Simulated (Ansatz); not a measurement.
A geometry of Ga$_{2}$Cu away from equilibrium: step 2 of the relaxation of a relaxed Ga2Cu cell shaken by Gaussian noise of σ = 0.08 Å a coordinate. The numbers are results of PBE (plane waves to 420 eV, PAW, scalar-relativistic; Ansatz, a first-principles code), not measurements. Γ-centred k-mesh 6×6×6 on the run's cell (coarser than for final values), Fermi–Dirac smearing 0.05 eV.

```xyz
9
Lattice="4.1342 2.3897 2.7240 -4.1330 2.3845 2.7268 -0.0040 -4.7562 2.7097" Properties=species:S:1:pos:R:3:forces:R:3 pbc="T T T" free_energy=-42571.748 pressure_GPa=0.7
Cu     0.0602     2.4496     2.7579   -0.0073   -0.1689   -0.0123
Cu     2.0724     1.0976     5.4463    0.5429    0.4441   -0.0278
Cu    -2.1920     1.1835     5.3321    0.5865   -0.4621   -0.0436
Ga    -0.0071     0.0985     5.3519   -0.5816   -0.2102    0.3297
Ga    -0.0010     0.0079     2.9123   -0.5507    0.2979   -0.2657
Ga    -0.0537     2.3942     6.7682   -0.0240    0.0162    0.0640
Ga     2.0621     1.1067     1.3789   -0.0097    0.1261   -0.1673
Ga     2.1066     3.6553     4.1516   -0.0333   -0.0544    0.0892
Ga    -0.1000    -0.0052     0.0029    0.0771    0.0113    0.0338
```

Positions in Å, forces in eV/Å, free energy of the cell in eV (comparable only within this code, potentials and settings). Largest force: 0.75 eV/Å, on Cu3 (atoms numbered as listed); the geometry lies 0.23 eV/atom above the end of its relaxation.

No spin polarisation in the result.

The end of the path is a generated cell of Ga2Cu: the first start was made by a random draw of sites in a space group, and the end was not matched to a known phase here, so it may be hypothetical.
